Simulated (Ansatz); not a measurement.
**GaN: a run for the field gradients**

```yaml
crystal:
  lattice:
    - [3.18, 0.0, 0.0]
    - [-1.59, 2.753960784, 0.0]
    - [0.0, 0.0, 5.166]
  atoms:
    - { symbol: Ga, position: [0.3333333333, 0.6666666667, -0.0010334416] }
    - { symbol: Ga, position: [0.6666666667, 0.3333333333, 0.4989665584] }
    - { symbol: "N", position: [0.3333333333, 0.6666666667, 0.3760334416] }
    - { symbol: "N", position: [0.6666666667, 0.3333333333, 0.8760334416] }
kpoints:
  mp_grid: { grid: [10, 10, 6] }
scf:
  occupations: { method: fermi_dirac, width: 0.02 }
  max_iter: 50
hamiltonian:
  xc: pbe
  pseudopotentials: { kind: paw, frozen_core: stored }
output:
  forces: true
  stress: true
  populations: true
  efg: { quadrupole_moments_barn: { Ga: 0.107, "N": 0.02044 } }
magnetization:
  spin_polarized: "yes please"
```

```sh
ansatz run input.yaml --threads 1 --pin off --max-ram 3072MiB --backend cpu --events-out ev --progress --plain --runs-dir out
```

**Question.** What happens when this input is run?

**Answer.** The program refused the input. The input holds a value of the wrong type. The program says:

```
Error: YAML parse error: error: line 25 column 19: invalid boolean (strict mode expects true/false)
  --> <input>:25:19
   |
23 |   efg: { quadrupole_moments_barn: { Ga: 0.107, "N": 0.02044 } }
24 | magnetization:
25 |   spin_polarized: "yes please"
   |                   ^ invalid boolean (strict mode expects true/false)
```

Against a sound input the change was `magnetization.spin_polarized`: not typed → yes please; `scf.max_iter`: not typed → 50.

With the sound settings the run converges and gives V_zz (10²¹ V/m²) Ga 0.40 (η 0.00), N 0.025 (η 0.00). These hold for the positions as typed, which a relaxation reached. At this cell the PBE pressure is 7 GPa, so with PBE the cell would grow if it were relaxed.
